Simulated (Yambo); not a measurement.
Quantum ESPRESSO input (LDA, PseudoDojo standard norm-conserving files, scalar-relativistic) whose wavefunctions are converted with p2y:

```
&CONTROL
  calculation = 'nscf'
  pseudo_dir = './pseudo'
  outdir = './out'
/
&SYSTEM
  ibrav = 0
  nat = 12
  ntyp = 3
  ecutwfc = 74.0
  ecutrho = 296.0
  occupations = 'fixed'
  force_symmorphic = .true.
  nbnd = 258
/
&ELECTRONS
  conv_thr = 1.2000000000000002e-08
  diago_full_acc = .true.
  diago_thr_init = 1e-08
/
ATOMIC_SPECIES
H 1.0080 H.upf
Li 6.9400 Li.upf
S 32.0600 S.upf
CELL_PARAMETERS angstrom
  6.101130000000   0.000000000000   0.000000000000
  0.000000000000   3.923420000000   0.000000000000
  0.000000000000   0.000000000000   7.832770000000
ATOMIC_POSITIONS crystal
H   0.000000000000   0.010520000000   0.934130000000
H   0.000000000000   0.989480000000   0.434130000000
H   0.500000000000   0.875030000000   0.499040000000
H   0.500000000000   0.124970000000   0.999040000000
Li   0.249840000000   0.496830000000   0.248520000000
Li   0.750160000000   0.503170000000   0.748520000000
Li   0.750160000000   0.496830000000   0.248520000000
Li   0.249840000000   0.503170000000   0.748520000000
S   0.000000000000   0.003150000000   0.762800000000
S   0.000000000000   0.996850000000   0.262800000000
S   0.500000000000   0.532970000000   0.499590000000
S   0.500000000000   0.467030000000   0.999590000000
K_POINTS automatic
1 2 1 0 0 0
```

Yambo's initialisation report on symmetry, reciprocal space, the k grid and the gaps on this mesh:

```
  [02.02] Symmetries
  ==================

  Inversion symmetry    : yes
  Spatial inversion     : no
  Inversion index       :  3
  K-space Time-reversal : yes
  Magnetic symmetries   : no
  Time-reversal derived K-space symmetries:   3   4
  Group table correct   : yes
  Symmetries units      :  [cc]

  [02.03] Reciprocal space
  ========================

  nG shells         :  14507
  nG charge         :  108923
  nG WFs            :  15599
  nC WFs            :  13644
  G-vecs. in first 80 shells:  [ Number ]
    1   3   5   9  11  13  17  21  25
    27   35   39   43   45   53   57   61   65
    73   77   85   93   95   99  103  105  107
   111  115  119  127  131  135  143  151  155
   159  167  175  179  183  191  199  203  207
   209  211  219  227  235  239  243  251  255
   259  263  271  275  279  287  295  299  307
    311   319   327   335   343   347   355   357   359
    363   367   371   379   387   395   403   407
  ...
  Shell energy in first 80 shells:  [ mHa ]
     0.0000   90.0951  148.4949  238.5900  359.0892  360.3805  449.1844  507.5841  508.8753
   593.9795  597.6792  684.0746  719.4697  810.8561  867.9646  953.0687  954.3600  959.3509
    1043.16      1169.95      1313.45      1318.44      1336.45      1404.84      1426.55      1436.36      1441.52
    1526.45      1584.85      1590.02      1674.95      1695.54      1696.83      1763.92      1785.64      1796.74
    1800.61      1945.23      1949.11      2030.34      2035.50      2055.92      2120.43      2147.31      2247.21
    2252.38      2375.92      2390.72      2394.59      2395.71      2400.87      2466.01      2506.40      2611.47
    2735.01      2736.30      2759.96      2772.81      2777.98      2825.10      2841.19      2846.36      2862.91
    2877.88      3026.37      3095.39      3133.19      3137.06      3186.77      3205.45      3231.80      3243.42
    3321.90      3380.30      3391.92      3470.39      3471.86      3545.86      3583.67      3588.83
  ...

  [02.04] K-grid lattice
  ======================

  Compatible Grid is   : 1D
  Base K vectors       :  K_min[ 1 ]  K_min[ 2 ]  K_min[ 3 ]
  K_min[ 1 ] :  0.000000 -0.500000  0.000000 [rlu]
  Grid dimensions      :  2
  K lattice UC volume  :  0.098022 [a.u.]

  IBZ K-points                                      :  2
  BZ  K-points                                      :  2

  K/Q-points units:
  rlu = crystal or reduced units; cc = cartesian coordinates; iku = interal k-units

  K [1]          [rlu]:  0.000000  0.000000  0.000000
         WF components:  13627
  K [2]          [rlu]:  0.000000 -0.500000  0.000000
         WF components:  13644

  [02.05] Energies & Occupations
  ==============================

  [X] === General ===
  [X] Electronic Temperature                        :  0.000000  0.000000 [eV K]
  [X] Bosonic    Temperature                        :  0.000000  0.000000 [eV K]
  [X] Finite Temperature mode                       : no
  [X] El. density                                   :  0.21334E+24 [cm-3]
  [X] Fermi Level                                   :  0.853587 [eV]

  [X] === Gaps and Widths ===
  [X] Conduction Band Min                           :  3.232139 [eV]
  [X] Valence Band Max                              :  0.000000 [eV]
  [X] Filled Bands                                  :  20
  [X] Empty Bands                                   :   21  258
  [X] Direct Gap                                    :  3.232139 [eV]
  [X] Direct Gap localized at k                     :  1
  [X] Indirect Gap                                  :  3.232139 [eV]
  [X] Indirect Gap between kpts                     :  1  1
  [X] Last valence band width                       :  0.518091 [eV]
  [X] 1st conduction band width                     :  0.725172 [eV]
```
The gaps are LDA values on this mesh alone; only operations without fractional translations are kept.

Geometry of the Materials Project entry, not relaxed at this level.
